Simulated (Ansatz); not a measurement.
Q: Name crystals whose computed values (plane-wave PAW r²SCAN (Ansatz code)) fall in these windows: B₀ by P(V) fit (GPa) 52 to 73; highest Γ mode, no LO–TO term (cm⁻¹) 200 to 270.

A: 

```tsv
crystal	B₀ by P(V) fit (GPa)	highest Γ mode, no LO–TO term (cm⁻¹)
Ga, α-Ga	62.3	240
GaSb, zinc blende	52.8	223
GaAs, zinc blende	72.3	265
Ga, Cmcm (Ga on 8g)	54.6	246
ZnSe, zinc blende	65.2	204
```
Others may fit too.

Not the usual ambient phase: Ga, Cmcm (Ga on 8g). All cells were relaxed under the symmetry of their starts (and spin orders); stability against distortions was not tested throughout. Spin–orbit coupling is left out wherever it is not named.

Potentials: the earlier of the program's two PAW sets.
